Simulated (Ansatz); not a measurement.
Frames from the relaxation of a relaxed Cu2O cell with every coordinate shifted by Gaussian noise of σ = 0.1 Å, as extended XYZ (Å, eV, eV/Å, GPa with compression positive). Computed with r2SCAN (plane waves to 500 eV, PAW, scalar-relativistic; Ansatz, a quantum-chemistry and plane-wave program). Γ-centred k-mesh 6×6×6 on the run's cell (coarser than for final values), Fermi–Dirac smearing 0.05 eV.

```xyz
6
Lattice="4.2445 0.0000 0.0000 0.0000 4.2445 0.0000 0.0000 0.0000 4.2445" Properties=species:S:1:pos:R:3:forces:R:3 pbc="T T T" step=1 free_energy=-27659.268 pressure=2.9 accepted=T
Cu     3.2938     3.1437     3.2588   -1.2263   -0.9944   -1.1295
Cu     3.2508     1.0609     1.1775    0.3343   -0.4047   -0.7871
Cu     1.0359     3.1516     0.9615    0.0716   -0.0497    0.1878
Cu     1.1211     1.1362     3.2492   -0.8806   -0.6985    0.7482
O     -0.0037     0.1471    -0.1025   -0.1142   -1.0072    2.0946
O      2.0593     1.9873     2.1363    1.8151    3.1545   -1.1139
6
Lattice="4.2444 0.0118 -0.0282 0.0118 4.2413 -0.0055 -0.0282 -0.0055 4.2468" Properties=species:S:1:pos:R:3:forces:R:3 pbc="T T T" step=2 free_energy=-27659.599 pressure=1.2 accepted=T
Cu     3.2540     3.1478     3.2160   -0.9097   -0.6703   -0.8503
Cu     3.2383     1.0712     1.1272    0.2048   -0.2924   -0.5637
Cu     1.0499     3.1467     0.9702    0.0546    0.0075    0.1444
Cu     1.0914     1.1315     3.2392   -0.5704   -0.4648    0.3571
O      0.0069     0.1166    -0.0768    0.0305   -0.7462    1.4415
O      2.0749     2.0211     2.1254    1.1902    2.1659   -0.5290
6
Lattice="4.2350 0.0406 -0.0557 0.0406 4.2560 -0.0130 -0.0557 -0.0130 4.2428" Properties=species:S:1:pos:R:3:forces:R:3 pbc="T T T" step=3 free_energy=-27659.913 pressure=0.0 accepted=T
Cu     3.1882     3.2125     3.1454    0.0038    0.0075   -0.0048
Cu     3.2005     1.0973     1.0267   -0.0015   -0.0136    0.0018
Cu     1.1004     3.1897     1.0374   -0.0033    0.0227    0.0116
Cu     1.0460     1.0807     3.1831   -0.0041   -0.0390    0.0032
O      0.0304     0.0248    -0.0066    0.0038    0.0525   -0.0152
O      2.1289     2.1206     2.1166    0.0014   -0.0303    0.0034
```

The path has 7 moves and ends in Pn-3m (No. 224) (AFLOW prototype A2B_cP6_224_b_a (C3, as in Cu2O)), 0.11 eV/atom below its start. Free energies are of the whole cell and compare only within this code, potentials and settings.  No spin polarisation in the result.
